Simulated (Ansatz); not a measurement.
Relaxed-ion elastic tensor of NbRu in space group Cmmm (No. 65; Nb on 2a, Ru on 2c) in GPa (Voigt order), DFT-LDA in the program Ansatz with PAW potentials; density 10.65 g/cm³, 15.13 Å³ per atom.

```
 306   174   303   0.0   0.0   0.0
 174   378   164   0.0   0.0   0.0
 303   164   395   0.0   0.0   0.0
 0.0   0.0   0.0  78.4   0.0   0.0
 0.0   0.0   0.0   0.0  99.1   0.0
 0.0   0.0   0.0   0.0   0.0   110
```

### Question
Is the crystal mechanically stable?

### Answer
Yes: the smallest eigenvalue of C is 42.2 GPa.

### Question
Work out the Voigt, Reuss and Hill averages.

### Answer
K_V = 262, K_R = 254, K_H = 258; G_V = 86.7, G_R = 57.2, G_H = 71.9 GPa.

### Question
Give Young's modulus, Poisson's ratio, Pugh's ratio and the universal anisotropy index.

### Answer
E = 9KG/(3K + G) = 197 GPa; ν = 0.37; K/G = 3.59 (ductile by the Pugh limit of 1.75); A_U = 5G_V/G_R + K_V/K_R − 6 = 2.62.

### Question
Estimate the sound speeds and the Debye temperature.

### Answer
v_l = √((K + 4G/3)/ρ) = 5770 m/s, v_t = √(G/ρ) = 2600 m/s, mean 2930 m/s; Θ = (h/k)(3n/4πV)^(1/3) v_m = 353 K.

### Question
Solve the Christoffel equation for the three sound speeds along x, y, z.

### Answer
Eigenvalues of C_ijkl n_j n_l equal ρv². In km/s, slowest first: x 3.05, 3.21, 5.36; y 2.71, 3.21, 5.96; z 2.71, 3.05, 6.09.

### Question
How much does each axis shrink under pressure?

### Answer
Linear compressibilities β_i = Σ_j S_ij (j = 1 to 3): x 2.1, y 1.6, z 0.25 per TPa.

The first step of the workflow began from a Materials Project structure, measured or hypothetical; the Crystallography Open Database copy checked does not list it. COD files the formula under space group No. 123, 221. With Nb and Ru taken as one species the cell has the higher symmetry I4/mmm, so it may be an ordered model of a mixed-site phase. Whether it is the stable phase at ambient conditions was not checked. The cell keeps a stress of up to 0.2 GPa. The cell was relaxed with LDA under the symmetry of its start; its stability against distortions is not shown here. No spin polarisation was allowed. As this level gives no gap, shear constants depend on the k-mesh and smearing (Fermi–Dirac, 0.1 eV here). On the denser mesh and wider smearing of the elastic run this cell carries a stress of 0.5 GPa.

Potentials: the later of the program's two PAW sets.
